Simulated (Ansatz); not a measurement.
Consider the following.

MgO:
```cif
data_Mg6O6
_chemical_formula_sum 'Mg6 O6'
_space_group_name_H-M_alt 'P3m1'
_space_group_IT_number 156
_space_group_name_Hall 'P 3 -2"'
_cell_length_a 3.25808
_cell_length_b 3.25808
_cell_length_c 15.49679
_cell_angle_alpha 90.000
_cell_angle_beta 90.000
_cell_angle_gamma 120.000
loop_
_atom_site_label
_atom_site_type_symbol
_atom_site_symmetry_multiplicity
_atom_site_Wyckoff_symbol
_atom_site_fract_x
_atom_site_fract_y
_atom_site_fract_z
_atom_site_occupancy
Mg1 Mg 1 b 0.33333 0.66667 0.64802 1
Mg2 Mg 1 b 0.33333 0.66667 0.97923 1
Mg3 Mg 1 a 0.00000 0.00000 0.81363 1
Mg4 Mg 1 a 0.00000 0.00000 0.48184 1
Mg5 Mg 1 a 0.00000 0.00000 0.14744 1
Mg6 Mg 1 c 0.66667 0.33333 0.31363 1
O1 O 1 b 0.33333 0.66667 0.85176 1
O2 O 1 b 0.33333 0.66667 0.52051 1
O3 O 1 a 0.00000 0.00000 0.01863 1
O4 O 1 a 0.00000 0.00000 0.68616 1
O5 O 1 a 0.00000 0.00000 0.35303 1
O6 O 1 c 0.66667 0.33333 0.18612 1
```

This is the r²SCAN-relaxed structure.

### Question
All from the program Ansatz at the r²SCAN level (PAW), unless another level is named. Estimate the Born charges (a third of the trace).

### Answer
Mg +1.82 to +1.84, O -1.83 e.

### Question
And the largest static χ(2) component?

### Answer
4.0 pm/V.

### Question
Next, the Bader charges?

### Answer
Mg +1.73, O -1.73 e.

The workflow started from a Materials Project entry (that database holds measured and hypothetical structures alike); the Crystallography Open Database copy checked does not list it. It is not the phase usual at ambient conditions (space group No. 225). The r²SCAN relaxation kept the symmetry of its start; its stability against distortions is not shown here.

Potentials: the earlier of the program's two PAW sets.
